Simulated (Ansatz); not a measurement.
Frames from the relaxation of a relaxed Ga2O3 cell shaken by Gaussian noise of σ = 0.08 Å a coordinate, as extended XYZ (Å, eV, eV/Å, GPa with compression positive). Computed with r2SCAN (plane waves to 500 eV, PAW, scalar-relativistic; Ansatz, a program for electronic structure). Γ-centred k-mesh 8×8×4 on the run's cell (coarser than for final values), Fermi–Dirac smearing 0.05 eV.

```xyz
10
Lattice="6.1278 -1.5195 0.0000 6.1278 1.5195 0.0000 -1.3861 0.0000 5.6406" Properties=species:S:1:pos:R:3:forces:R:3 pbc="T T T" step=1 free_energy=-18577.004 pressure=5.2 accepted=T
Ga     0.0363    -0.0169     4.4807   -0.5473   -0.0787   -1.9871
Ga    10.8967     0.0328     1.1726   -0.4394   -1.0331    1.5932
Ga     7.7447    -0.0954     1.6747   -3.4261    0.5834    0.4424
Ga     3.2438    -0.0223     3.9512   -1.0490   -0.2481   -0.7384
O      1.8024    -0.0392     0.5556    0.2964   -0.4904    0.4211
O      9.0210    -0.0473     5.1225   -0.4693    0.2043   -2.6025
O      1.3209    -0.0362     3.1469    0.4759    0.1582    0.6460
O      9.3736     0.0352     2.3182    3.8606   -0.0681    1.9329
O      5.6855    -0.0112     1.4528    1.3583    0.9239    0.2914
O      5.1243    -0.0225     4.1751   -0.0601    0.0484    0.0009
10
Lattice="6.0793 -1.5216 0.0061 6.0788 1.5195 0.0038 -1.3705 -0.0042 5.6740" Properties=species:S:1:pos:R:3:forces:R:3 pbc="T T T" step=3 free_energy=-18577.830 pressure=-0.5 accepted=T
Ga     0.0121    -0.0256     4.5232    0.1199   -0.0046   -0.0248
Ga    10.7541    -0.0253     1.1301   -0.0876    0.0056    0.0371
Ga     7.5613    -0.0232     1.7905    0.0902   -0.0207   -0.1226
Ga     3.2044    -0.0259     3.8618   -0.0511   -0.0018    0.1395
O      1.8730    -0.0242     0.6201   -0.1200    0.0184   -0.0002
O      8.8965    -0.0270     5.0342    0.1087   -0.0032   -0.0315
O      1.3146    -0.0258     3.1711   -0.0813    0.0083    0.1150
O      9.4552    -0.0263     2.4829    0.0436    0.0025   -0.1116
O      5.6687    -0.0237     1.4133   -0.0615   -0.0061    0.0663
O      5.0999    -0.0271     4.2388    0.0388    0.0016   -0.0672
```

The path has 6 moves and ends in C2/m (No. 12), 0.08 eV/atom below its start. Free energies are of the whole cell and compare only within this code, potentials and settings.  No spin polarisation in the result.

The first start was generated by placing the elements on the sites of a structure type. A measured structure of Ga2O3 has the same space group, C2/m (No. 12); the sites were not compared with it.
